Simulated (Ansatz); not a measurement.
KI (rock salt)

```
KI
1.0
    0.00000     3.54577     3.54577
    3.54577     0.00000     3.54577
    3.54577     3.54577     0.00000
I K
1 1
Direct
  0.00000   0.00000   0.00000
  0.50000   0.50000   0.50000
```

In this cell atom 2 (K, nearest neighbour I at 3.546 Å; its periodic images, 5.0 Å or more away, move with it) is moved by s along Cartesian [110], unit vector (0.707, 0.707, 0.000); all other atoms and the cell stay fixed.

The numbers are results of r2SCAN (plane waves to 500 eV, PAW, scalar-relativistic; Ansatz, a quantum-chemistry and plane-wave program), not measurements. k mesh 7×7×7 (Γ-centred), Fermi-Dirac smearing 0.05 eV. F∥ is the force on the atom along that direction. KI was relaxed with its symmetry unable to fall. Spin-orbit coupling is left out, though I is heavy. 

```tsv
s (Å)	F∥ (eV/Å)
-0.710	1.006
-0.568	0.751
-0.426	0.528
-0.284	0.334
-0.142	0.161
0.000	0.000
0.142	-0.161
0.284	-0.334
0.426	-0.528
0.568	-0.751
0.710	-1.006
```

Task: What is the force constant k = d²E/ds² of this move at s = 0?

Result: 1.12 eV/Å². The forces along the line at the two nearest points give (0.161 − (-0.161)) / (2·0.142) = 1.13 eV/Å²; the next pair corrects for the finite step.

Task: With two atoms in the cell this is the zone-centre optical mode. What wavenumber follows (transverse: no LO-TO term)?

Result: 101 cm⁻¹. Reduced mass μ = 29.89 u; ν̃ = 521.5·√(k/μ) with k = 1.12 eV/Å².

(For displaced atoms, the force is minus the slope of the energy, and its curvature is a force constant, which sets phonon frequencies.)
